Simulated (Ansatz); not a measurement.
Trial structure of KBeBr, not yet relaxed:

```
K Be Br
1.0
     4.70547    0.00000    0.00000
     0.00000    4.70547    0.00000
     0.00000    0.00000    6.65454
K Be Br
2 2 2
Direct
  0.50000 0.50000 0.50000
  0.00000 0.00000 0.50000
  0.00000 0.00000 0.00000
  0.50000 0.50000 0.00000
  0.50000 0.00000 0.75000
  0.00000 0.50000 0.25000
```

These are results of DFT PBE, scalar-relativistic, plane waves, PAW in Ansatz 0.2.0, not measurements. Plane waves to 420 eV, a k mesh through Γ of 4×4×4 on the computed 6-atom cell and Gaussian smearing (0.10 eV); no spin polarisation.

Formation energies are uncorrected and refer to the elements' standard structures at the same level. The references include crystalline Br.

Question: What does a single point on this coarse mesh give?

Answer: The pressure is 13.2 GPa (the mean over three directions, positive in compression), the largest force is 0.17 eV/Å, and the energy is +0.63 eV/atom against the elements. The shortest distance is 2.88 Å.

Question: Is it a good guess?

Answer: A rough one: relaxing gains about 0.51 eV/atom in 16 ionic steps and ends at +0.116 eV/atom on the finer mesh. The symmetry stays P4/nmm (No. 129). The volume per atom grows by 94.3 %, from 24.6 to 47.7 Å³. The shortest distance goes from 2.88 Å (Be–Br and K–Br) to 3.22 Å (K–Br). The ratio c/a of the conventional cell changes by a factor of 0.90. Conventional cell: a = 6.085 Å, c = 7.732 Å. Around K lie 4 Br at 3.22 Å, 2 Be at 3.87 Å and 4 K at 4.30 Å; around Be lie 2 K at 3.87 Å, 4 Br at 4.14 Å and 4 Be at 4.30 Å; Br is surrounded by 4 K at 3.22 Å and 4 Be at 4.14 Å.

The last run used a 6×6×4 mesh (in the run's order of axes) for its 6-atom cell and Gaussian smearing of 0.02 eV. No dispersion correction is applied, so the spacing and binding between layers, chains or molecules are poorly described. The reference form of Br is held partly by dispersion forces, which this level lacks. The relaxation can't lower the symmetry of the start, and the grade says only how near the guess is to its own end. A structure relaxed within its symmetry needn't be a true minimum.
